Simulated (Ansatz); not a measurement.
Ge$_{2}$Pt in space group Fddd (No. 70; Ge on 16f, Pt on 8a) at seven volumes, PBE (plane waves, PAW; program Ansatz), shape and atoms relaxed at each. One row is withheld.

```csv
V (Å³/atom),P (GPa)
15.942,12.60
16.468,7.62
16.993,?
17.519,0.00
18.045,-2.83
18.570,-5.14
19.096,-6.96
```

Task: Fit the shown pressures and predict the withheld one.

Result: P = (3/2)B₀(x^(7/2) − x^(5/2))[1 + (3/4)(B′ − 4)(x − 1)] with x = (V₀/V)^(2/3). Least squares on the six rows gives V₀ = 17.519 Å³/atom, B₀ = 103 GPa, B′ = 5.54. At V = 16.993, x = 1.0205 and P = 3.42 GPa. The run itself gave 3.46 GPa.

The cell is a constructed one: a structure type filled with these elements; neither database checked (COD, Materials Project) lists it. COD files the formula under space group No. 58, so this cell is another polymorph or a model. Whether it is the stable phase at ambient conditions was not checked. The PBE relaxation kept the symmetry of its start; its stability against distortions is not shown here. The run is not spin-polarised. Scalar-relativistic: spin–orbit coupling is off unless named, which matters more the heavier the elements.

Potentials: the later of the program's two PAW sets.
